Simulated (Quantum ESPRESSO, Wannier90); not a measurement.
## Wannierisation of GeSe (rock salt)

```
CELL_PARAMETERS angstrom
      0.00000     2.80845     2.80845
      2.80845     0.00000     2.80845
      2.80845     2.80845     0.00000
ATOMIC_POSITIONS crystal
  Ge 0.00000 0.00000 0.00000
  Se 0.50000 0.50000 0.50000
```

Structure: Materials Project mp-10759, symmetrised, not relaxed again. Not found in the COD (Crystallography Open Database) copy used, which has the formula in other groups; not checked further. Computed values, not measurements, from PBEsol: Quantum ESPRESSO (norm-conserving PseudoDojo potentials, cutoff 69 Ry, spinors with spin-orbit coupling) on a Γ-centred 8×8×8 mesh, then Wannier90. Density: 10×10×10 mesh, Gaussian smearing 0.01 Ry. The gap is small at this level and was sampled on the meshes and a path alone.

Valence charges of the files: Ge 14, Se 16. 50 bands were computed.

Isolated groups of bands, relative to the valence-band maximum (bands from 31 on overlap up to the last one computed):

```csv
bands,from (eV),to (eV),filling,weight on atomic waves
1–4,-48.62,-48.62,filled,Se 3d 100 %
5–10,-47.73,-47.72,filled,Se 3d 100 %
11–14,-25.42,-25.42,filled,Ge 3d 100 %
15–20,-24.84,-24.83,filled,Ge 3d 100 %
21–22,-14.87,-12.97,filled,"Se 4s 77 %, Ge 4p 15 %, Ge 4s 6 %"
23–30,-9.48,0.00,filled,"Se 4p 53 %, Ge 4s 22 %, Ge 4p 21 %"
```

Wanted is a model with the orbitals Ge s p, Se s p, without the filled groups that are mainly made of other shells (semicore states, and anion s where it isn't named); all higher bands stay in for disentanglement.

**Question.** Give num_wann, exclude_bands and num_bands, and the number of electrons that the model holds.

**Answer.** Electrons: 1×14 + 1×16 = 30, which fill 30 bands.
num_wann = 2 × (1×4 + 1×4) = 16.
exclude_bands = 1-20, 20 bands, so num_bands = 50 − 20 = 30.
The model holds 30 − 1×20 = 10 electrons. With the window frozen to 1.66 eV it follows pw.x to 3.3 meV rms (states up to 1.2 eV relative to the valence-band maximum).
